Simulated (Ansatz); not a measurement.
C in space group P4_2/mmc (No. 131; C on 2e, C on 4i) at seven volumes, PBEsol in the plane-wave PAW code Ansatz, shape and atoms relaxed at each. One row is withheld.

| V (Å³/atom) | P (GPa) |
|---|---|
| 6.036 | 37.17 |
| 6.235 | 22.96 |
| 6.434 | 10.66 |
| 6.633 | 0.00 |
| 6.832 | ? |
| 7.031 | -17.49 |
| 7.230 | -24.42 |

Q: Fit the shown pressures and predict the withheld one.

A: Third-order Birch–Murnaghan: P = (3/2)B₀(x^(7/2) − x^(5/2))[1 + (3/4)(B′ − 4)(x − 1)] with x = (V₀/V)^(2/3). Least squares on the six rows gives V₀ = 6.632 Å³/atom, B₀ = 332.2 GPa, B′ = 3.67. At V = 6.832, x = 0.9804 and P = -9.35 GPa. The run itself gave -9.28 GPa.

The start of the workflow was typed in or built on a structure type; neither database checked (COD, Materials Project) lists it. It is not the phase usual at ambient conditions (space group No. 194, 227). The cell was relaxed with PBEsol under the symmetry of its start; its stability against distortions is not shown here.

Potentials: the earlier of the program's two PAW sets. The files were generated under PBE; for other functionals the program regenerates the frozen cores, and for LDA and PBEsol the local potential too.
